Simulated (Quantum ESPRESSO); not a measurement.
```
SnS2
1.0
    3.66511     0.00000     0.00000
   -1.83255     3.17408     0.00000
    0.00000     0.00000    15.90000
S Sn
2 1
Cartesian
  1.83255   1.05803  -1.48379
  0.00000   2.11605   1.48379
  0.00000   0.00000   0.00000
```

The layer was cut from Materials Project entry mp-1170 and relaxed with PBE+D3(BJ) in a cell 15.9 Å high, with the Coulomb interaction truncated along z.

What does norm-conserving PBE (stringent potentials; Quantum ESPRESSO, 102 Ry, without SOC) give for the electronic structure near the Fermi level?

The PBE gap is indirect, 1.57 eV, from 33 % of the way from Γ to M to M; the smallest direct gap is 1.83 eV. The valence-band maximum lies 6.77 eV below the vacuum level. Spin-orbit splittings are left out.
